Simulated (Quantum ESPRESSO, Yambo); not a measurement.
# MoS2: DFT and GW levels

```cif
data_Mo2S4
_chemical_formula_sum 'S4 Mo2'
_space_group_name_H-M_alt 'P63/mmc'
_space_group_IT_number 194
_space_group_name_Hall '-P 6c 2c'
_cell_length_a 3.14988
_cell_length_b 3.14988
_cell_length_c 12.09082
_cell_angle_alpha 90.000
_cell_angle_beta 90.000
_cell_angle_gamma 120.000
loop_
_atom_site_label
_atom_site_type_symbol
_atom_site_symmetry_multiplicity
_atom_site_Wyckoff_symbol
_atom_site_fract_x
_atom_site_fract_y
_atom_site_fract_z
_atom_site_occupancy
S1 S 4 f 0.33333 0.66667 0.12047 1
Mo1 Mo 2 d 0.66667 0.33333 0.25000 1
```

Cell and atoms were relaxed with PBE+D3(BJ) from Materials Project entry mp-2815, within its symmetry.

Starting point: norm-conserving PBEsol (Quantum ESPRESSO, 80 Ry, with spin-orbit coupling). G0W0 in Yambo: 6×6×1 Γ-centred k mesh, bands 5 to 350 and a 7 Ry block in the screening, 350 bands in G with the Bruneval-Gonze terminator, plasmon pole fitted at 27.2 eV.

```yaml
PBEsol gap along the band path: 0.74 eV
PBEsol gap between the mesh's edge points (Γ → (0.167, 0.167, 0)): 0.74 eV
G0W0 gap between the same points: 1.11 eV
PBEsol smallest direct gap on the mesh (at K): 1.67 eV
G0W0 direct gap at that point: 2.11 eV
```

| k point | band | E PBEsol (eV) | E QP (eV) | shift (eV) | Z |
|---|---|---|---|---|---|
| Γ | VB | 0.00 | -0.06 | -0.06 | 0.78 |
| Γ | CB | 2.03 | 2.34 | 0.31 | 0.78 |
| M | VB | -1.37 | -1.52 | -0.15 | 0.79 |
| M | CB | 1.59 | 2.18 | 0.59 | 0.78 |
| (0.167, 0.167, 0) | VB | -1.52 | -1.55 | -0.03 | 0.78 |
| (0.167, 0.167, 0) | CB | 0.74 | 1.05 | 0.31 | 0.79 |
| K | VB−2 | -0.89 | -0.86 | 0.03 | 0.78 |
| K | VB−1 | -0.64 | -0.59 | 0.05 | 0.78 |
| K | VB | -0.64 | -0.59 | 0.05 | 0.78 |
| K | CB | 1.04 | 1.52 | 0.48 | 0.78 |
| K | CB+1 | 1.04 | 1.52 | 0.48 | 0.78 |

Energies count from the PBEsol valence-band maximum.

Nearest settings tried, and what they do to the gap: 2 Ry block (53 vectors against 241): -89 meV. Not varied: bands in G, bands in W, mesh. So the settings aren't converged at that level.
